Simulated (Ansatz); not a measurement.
Bi, DFT, PBEsol, all-electron PAW with datasets made for the crystal, scalar-relativistic (Ansatz 0.2.0), run on 1 thread of Intel(R) Xeon(R) 6975P-C (Granite Rapids) on a shared host.

The geometry is COD entry 9011614, unchecked; take it as a test cell. The listed cell was then made from it by scaling, straining or moving an atom.

Command: `ansatz run input.yaml --threads 1 --pin off --max-ram 3072MiB --backend cpu --events-out ev --progress --plain --runs-dir out`

```yaml
crystal:
  lattice:
    - [4.6297803057, 0.0, 0.0]
    - [-2.3148901529, 4.0095073588, 0.0]
    - [0.0, 0.0, 11.829]
  atoms:
    - { symbol: Bi, position: [0.3333333333, 0.6666666667, 0.25] }
    - { symbol: Bi, position: [0.6666666667, 0.3333333333, 0.75] }
kpoints:
  mp_grid: { grid: [9, 9, 3] }
scf:
  occupations: { method: fermi_dirac, width: 0.03 }
hamiltonian:
  xc: pbesol
  pseudopotentials: { kind: all_electron, datasets: crystal }
output:
  forces: true
  stress: true
  eigenvalues: true
  efg: { contact_densities: true }
```

Question: How large is the problem that the program sets up?

Answer: 24 irreducible k-points, 1847 plane waves at Γ, 19 bands.

Question: About how long does it take, and how much memory does it use?

Answer: 5.2 s of wall time for 8 SCF iterations, with a peak of 0.48 GiB. Times on shared machines scatter by tens of per cent.

Question: And the same cell and mesh by frozen-core PAW, asked for forces, stress, eigenvalues, efg, on the same hardware?

Answer: 3.7 s, peak memory 0.53 GiB.
